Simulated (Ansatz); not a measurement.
# Calculated As-75 nuclear quadrupole resonance for Cs2As2OF10

Cell: a computed structure from the Materials Project (it need not be an observed phase), taken as it stands.

```cif
data_Cs2As2OF10
_symmetry_space_group_name_H-M 'P2_1/m'
_symmetry_Int_Tables_number 11
_cell_length_a 5.7052
_cell_length_b 10.9270
_cell_length_c 9.3913
_cell_angle_alpha 90.000
_cell_angle_beta 105.287
_cell_angle_gamma 90.000
loop_
_atom_site_label
_atom_site_type_symbol
_atom_site_symmetry_multiplicity
_atom_site_Wyckoff_symbol
_atom_site_fract_x
_atom_site_fract_y
_atom_site_fract_z
Cs Cs 4 f 0.8241 0.9843 0.2473
As5 As 2 e 0.4944 0.2500 0.4774
As6 As 2 e 0.2749 0.2500 0.1136
O O 2 e 0.5073 0.2500 0.2864
F11 F 4 f 0.2683 0.1332 0.4514
F12 F 4 f 0.7328 0.9151 0.8936
F13 F 4 f 0.7271 0.3643 0.5166
F15 F 2 e 0.0213 0.2500 0.1897
F16 F 2 e 0.4881 0.7500 0.9768
F19 F 2 e 0.9353 0.7500 0.0663
F22 F 2 e 0.5011 0.2500 0.6691
```

One atom of each set is listed.

Computed with Ansatz: DFT, PBE, plane waves and PAW, scalar-relativistic, 420 eV cutoff, Γ-centred 4×2×3 k-points, Fermi–Dirac smearing 0.02 eV.

As-75: I = 3/2, Q = 311.0 mb (year-2017 value). Static lattice, zero field.

Sites with a gradient: As5 (2 atoms; 5 F at 1.79 Å, 1 O at 1.81 Å); As6 (2 atoms; 5 F at 1.77–1.81 Å, 1 O at 1.80 Å).

Question: The simulated spectrum has lines at 12.7, 16.5 MHz. Sort them into the sets that belong together, and say which site each set most likely comes from.

Answer: For I = 3/2 there is one line, ν = (|C_Q|/2)(1 + η²/3)^½. As5: 12.7 MHz (|C_Q| = 25.4 MHz, η = 0.10). As6: 16.5 MHz (|C_Q| = 29.2 MHz, η = 0.92).

The sites follow from the calculation. At As5 V_zz points along its one bond to O (within 9°). Like point charges on the first shell alone (each adding as 1/d³) would give the same order.

Hardware: 1 thread of Arm Neoverse V2 (aarch64; 8 cores open to the job, memory cap 3.0 GiB, no GPU), a shared host with a load of 0.6 a core. Wall time 1.8 min, CPU time 1.8 min, peak memory 1.4 GiB.
